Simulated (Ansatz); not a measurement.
Relaxed polymorphs of Ag. Method: PBEsol (plane waves to 420 eV, PAW, scalar-relativistic; Ansatz, a quantum-chemistry and plane-wave program). One row is withheld; estimate it from its structure type, its coordination and the trend of the others.

```csv
structure,coordination,E − E(first row) (eV/atom),V (Å³/atom)
"Fm-3m, cF4, fcc (Cu type)",Ag 12 (cuboctahedral),0.00,16.66
"Pm-3m, cP1, simple cubic type",Ag 6 (octahedral),0.40,19.35
"P6₃/mmc, hP2, hcp (Mg type)",Ag 12 (anticuboctahedral),0.01,16.67
"Fd-3m, cF8, diamond type",Ag 4 (tetrahedral),___,___
```

What belongs in the gaps?


- Fd-3m, cF8, diamond type, E − E(first row) (eV/atom): 0.99
- Fd-3m, cF8, diamond type, V (Å³/atom): 27.52

The withheld cell: Fd-3m, origin choice 1 (No. 227), cF8, diamond type; a = b = c = 6.0383 Å, α = β = γ = 90.00°; Ag 8a (0.000, 0.000, 0.000). Coordination numbers (neighbours up to the widest gap in distance over summed covalent radii, below 1.35; n+m marks a second, longer set).

Each run could gain symmetry but not lose that of its start, so entries can be saddle points. From databases, or of a type measured for this composition: Fm-3m, cF4, fcc (Cu type); P6₃/mmc, hP2, hcp (Mg type); the others are generated cells (placed on structure types, drawn at random, substituted or restacked) that were not matched to a known phase here. Static energies at zero pressure. No spin polarisation in the result.
